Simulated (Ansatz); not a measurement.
YAl3 in space group P6_3/mmc (No. 194; Y on 2d, Al on 6h) under volume change, DFT-r²SCAN in the program Ansatz with PAW potentials, shape and atoms relaxed at each volume.

```
V (Å³/atom)  E − E(relaxed) (meV/atom)  P (GPa)
-----------  -------------------------  -------
17.852                            42.5     8.33
18.440                            17.9     5.12
19.029                             4.3     2.38
19.618                             0.0     0.00
20.206                             3.9    -2.07
20.795                            14.8    -3.86
21.383                            31.8    -5.38
```

Q: What does a third-order Birch–Murnaghan fit give for V₀, B₀ and B′?

A: V₀ = 19.62 Å³/atom, B₀ = 73.7 GPa, B′ = 3.8.

The workflow started from a Materials Project entry (that database holds measured and hypothetical structures alike); the Crystallography Open Database copy checked does not list it. Whether it is the stable phase at ambient conditions was not checked. The r²SCAN relaxation kept the symmetry of its start; of distortions, only those at the zone centre were tested. The run is not spin-polarised.

Potentials: the later of the program's two PAW sets.
